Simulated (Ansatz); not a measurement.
**Computed map of one atom of the cell: HgTe (zinc blende)**

Relaxed HgTe (zinc blende):

```yaml
crystal:
  lattice:
    - [0.00000, 3.28672, 3.28672]
    - [3.28672, 0.00000, 3.28672]
    - [3.28672, 3.28672, 0.00000]
  atoms:
    - { symbol: Te, position: [0.75000, 0.75000, 0.75000] }
    - { symbol: Hg, position: [0.00000, 0.00000, 0.00000] }
```

In this cell atom 1 (Te, nearest neighbour Hg at 2.846 Å; its periodic images, 4.6 Å or more away, move with it) is moved by u·(0.707, 0.707, 0.000) + v·(0.000, 0.000, 1.000); the rest is frozen.

Level of theory: r2SCAN (plane waves to 500 eV, PAW, scalar-relativistic; Ansatz, an electronic-structure program). k mesh 10×10×10 (Γ-centred), Fermi-Dirac smearing 0.05 eV. The energy includes the smearing's −TS. Compression counts positive. With partly filled bands, energies and forces of such displacements shift with the k mesh and the smearing. At this level the bands of HgTe touch or barely overlap. HgTe was relaxed with its symmetry unable to fall. Spin-orbit coupling is left out, though Hg and Te are heavy. The PAW data are Ansatz's earlier set. ΔE is measured from the undisplaced structure. Axes are in Å.

ΔE (meV/cell), with u across and v down:

| v \ u | -0.430 | -0.287 | -0.143 | 0.000 | 0.143 | 0.287 | 0.430 |
|---|---|---|---|---|---|---|---|
| -0.430 | 267 | 258 | 258 | 259 | 258 | 258 | 267 |
| -0.287 | 195 | 145 | 122 | 116 | 122 | 145 | 195 |
| -0.143 | 209 | 99 | 45 | 29 | 45 | 99 | 209 |
| 0.000 | 333 | 132 | 30 | 0 | 30 | 132 | 333 |
| 0.143 | 589 | 255 | 83 | 29 | 83 | 255 | 589 |
| 0.287 | 990 | 473 | 201 | 116 | 201 | 473 | 990 |
| 0.430 | 1547 | 785 | 383 | 259 | 383 | 785 | 1547 |

P (GPa), with u across and v down:

```csv
v \ u,-0.430,-0.287,-0.143,0.000,0.143,0.287,0.430
-0.430,2.5,2.5,2.6,2.6,2.6,2.5,2.5
-0.287,1.9,1.4,1.2,1.2,1.2,1.4,1.9
-0.143,2.0,1.0,0.5,0.3,0.5,1.0,2.0
0.000,2.9,1.2,0.3,0.0,0.3,1.2,2.9
0.143,4.7,2.2,0.8,0.3,0.8,2.2,4.7
0.287,7.5,3.9,1.8,1.2,1.8,3.9,7.5
0.430,11.2,6.2,3.5,2.6,3.5,6.2,11.2
```

Key numbers:

```
Quantity                                                                                                                                    Result
-----------------------------------------------------------------------------  -------------------------------------------------------------------
Principal force constants in the plane (five-point differences of the forces)                                                 2.9 eV/Å², isotropic
Centre of the map                                                                                                                        a minimum
Lowest place on the grid                                                                                     u = 0.000 Å, v = 0.000 Å (0 meV/cell)
Highest place on the grid, met at several equal points                         u = -0.430 Å, v = 0.430 Å; u = 0.430 Å, v = 0.430 Å (1547 meV/cell)
```

(A displaced cell: forces are minus the slopes of the energy, force constants its curvatures, and phonons follow from these.)
